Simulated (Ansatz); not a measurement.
**Relaxing a structure of Cr**

The start is a relaxed Cr cell displaced along its unstable phonon at q = (½, 0, 0) of its primitive reciprocal cell (235i cm⁻¹), largest move 0.15 Å. A full variable-cell relaxation at zero pressure is run with r2SCAN (plane waves to 500 eV, PAW, scalar-relativistic; Ansatz, a quantum-chemistry and plane-wave program). The first steps use a coarse 8×15×14 k-mesh.

Initial structure:
```yaml
crystal:
  lattice:
    - [2.37028, -4.50952, 0.00000]
    - [1.18514, 2.25476, 0.00000]
    - [0.00000, 0.00000, 2.25619]
  atoms:
    - { symbol: Cr, position: [0.00000, 0.00000, 0.06648] }
    - { symbol: Cr, position: [0.50000, 0.00000, 0.93352] }
```

**Question.** Which atoms feel the largest initial force, and how large is it?

**Answer.** 1.17 eV/Å, on Cr1, Cr2 (atoms numbered as listed).

**Question.** How much energy is released per atom?

**Answer.** 0.42 eV/atom.

**Question.** How does the volume per atom move from start to end?

**Answer.** -3.8 %, from 12.06 to 11.60 Å³/atom.

**Question.** How do the shortest distances between atoms change?

**Answer.** The closest pairs of elements (up to four, under 3.6 Å), start → end: Cr–Cr 2.26 → 2.34 Å.

**Question.** What band gap does the relaxed structure have at this level?

**Answer.** Zero (metallic).

**Question.** Write out the relaxed structure.

**Answer.** 
Space group I4/mmm (No. 139); a = 2.3398 Å, b = 2.3398 Å, c = 4.2360 Å, α = 90.00°, β = 90.00°, γ = 90.00°

```csv
atom,site,symmetry,x,y,z
Cr,2a,4/mmm,0.0000,0.0000,0.0000
```
(The calculation used a cell of 1 atom; values per cell refer to that cell.)

Final values are on a 28×28×28 k-mesh of the relaxed cell. No spin polarisation in the result. A magnetic state may lie lower.

The run could not lose the symmetry of its start: the end is stationary, and may be a saddle point rather than a minimum.

The relaxed structure here is a generated cell of Cr: the first start was made by placing the elements on the sites of a structure type, and the end was not matched to a known phase here, so it may be hypothetical. Known forms of Cr include space group No. 229.
